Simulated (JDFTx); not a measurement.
Input for a modified build of JDFTx: boron oxyfluoride, BOF (SMILES O=BF), charge 0, multiplicity 1, linear PCM (GLSSA13), water, no salt; lengths in bohr, energies in hartree. The run starts from orbitals saved by an earlier run of the same system.

```
lattice \
  21.7318504332 0.0000000000 0.0000000000 \
  0.0000000000 17.4799666528 0.0000000000 \
  0.0000000000 0.0000000000 17.0075351216
coords-type Cartesian
ion F -2.3330805095 0.0010718960 0.0000000000 0
ion B 0.0892802113 -0.0011287632 0.0000000000 0
ion O 2.3330805095 0.0011287632 -0.0000000000 0
ion-species pseudo/f_pbe_v1.4.upf
ion-species pseudo/b_pbe_v1.4.upf
ion-species pseudo/o_pbe_v1.2.upf
elec-cutoff 20 100
elec-ex-corr gga-PBE
symmetries none
elec-n-bands 8
electronic-minimize nIterations 150 energyDiffThreshold 1e-7
fluid LinearPCM
pcm-variant GLSSA13
fluid-solvent H2O
fluid-minimize nIterations 400 knormThreshold 1e-11
wavefunction read s0.wfns 11
dump-name s4.$VAR
dump End State Ecomponents EigStats BandEigs Forces ElecDensity IonicPositions FluidDebug
```

The log closes as follows.

```
[...]
ElecMinimize: Iter:   8  Etot: -43.311688357795987  |grad|_K:  7.166e-07  alpha:  7.190e-01  linmin: -1.174e-02
ElecMinimize: Iter:   9  Etot: -43.311688428857586  |grad|_K:  4.583e-07  alpha:  6.199e-01  linmin:  2.020e-02
ElecMinimize: Iter:  10  Etot: -43.311688456557668  |grad|_K:  2.078e-07  alpha:  6.127e-01  linmin: -1.205e-01
ElecMinimize: Converged (|Delta Etot|<1.000000e-07 for 2 iters).

# Ionic positions in cartesian coordinates:
ion F  -2.333080509500000   0.001071896000000   0.000000000000000 0
ion B   0.089280211300000  -0.001128763200000   0.000000000000000 0
ion O   2.333080509500000   0.001128763200000   0.000000000000000 0

# Forces in Cartesian coordinates:
force F  -0.011371676977552  -0.000060097505576  -0.000015043933249 0
force B  -0.048770936942712   0.000070179242654   0.000002343112461 0
force O   0.060628648228063  -0.000022304641213   0.000017384330027 0

# Energy components:
   A_diel =       -0.0147005285091288
   Eewald =        6.7067341222722900
       EH =       43.6170416085217809
     Eloc =     -108.5423193574357015
      Enl =        6.1244109229887762
      Exc =       -9.7724743406712822
 Exc_core =        0.4073420864105085
       KE =       18.1622770298650877
-------------------------------------
     Etot =      -43.3116884565576683
```

The run took 11 electronic cycles (a count that differs between repeats, as do the digits past 10⁻⁶ Ha); the total lies -0.29 eV from the vacuum run at this geometry. The continuum can't coordinate to the solute or react with it.
